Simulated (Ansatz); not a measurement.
Ta2GeB2:
```
Ta2GeB2
1.0
    3.15659     0.00000     0.00000
   -1.57829     2.73369     0.00000
    0.00000     0.00000     6.99010
Ta Ge B
2 1 2
Direct
  0.33333   0.66667   0.72112
  0.33333   0.66667   0.27888
  0.00000   0.00000   0.00000
  0.00000   0.00000   0.50000
  0.66667   0.33333   0.50000
```

Relaxed with PBEsol. Special points in fractions of this cell's reciprocal vectors: Γ (0.000, 0.000, 0.000); M (0.500, 0.000, 0.000); K (0.333, 0.333, 0.000); A (0.000, 0.000, 0.500); L (0.500, 0.000, 0.500); H (0.333, 0.333, 0.500).

Problem. List the band energies nearest the Fermi level at these points for the program Ansatz at the PBEsol with spin–orbit coupling level (PAW).

Solution. In eV from the Fermi level; about four levels below and three above (degenerate sets whole), none deeper than 8.9 eV; points with the same levels are listed once.

| k | below | above |
|---|---|---|
| Γ | -0.46 -0.46 -0.09 -0.09 | 1.81 1.81 1.97 1.97 |
| M | -3.52 -3.52 -2.29 -2.29 | 0.59 0.59 1.39 1.39 |
| K | -3.00 -2.88 -0.94 -0.79 | 0.80 0.95 1.07 |
| A | -0.54 -0.54 -0.47 -0.47 | 1.11 1.11 1.56 1.56 |
| L | -2.38 -2.38 -0.47 -0.47 | 1.25 1.25 2.94 2.94 |
| H | -3.63 -3.52 -1.58 -1.48 | 1.58 1.60 3.00 |

Space group P-6m2. The start of the workflow was typed in or built on a structure type; neither database checked (COD, Materials Project) lists it. Whether it is the stable phase at ambient conditions was not checked. The cell was relaxed with PBEsol under the symmetry of its start; whether a distortion lowers the energy is not shown. The run is not spin-polarised.

Potentials: the earlier of the program's two PAW sets. The files were generated under PBE; for other functionals the program regenerates the frozen cores, and for LDA and PBEsol the local potential too.
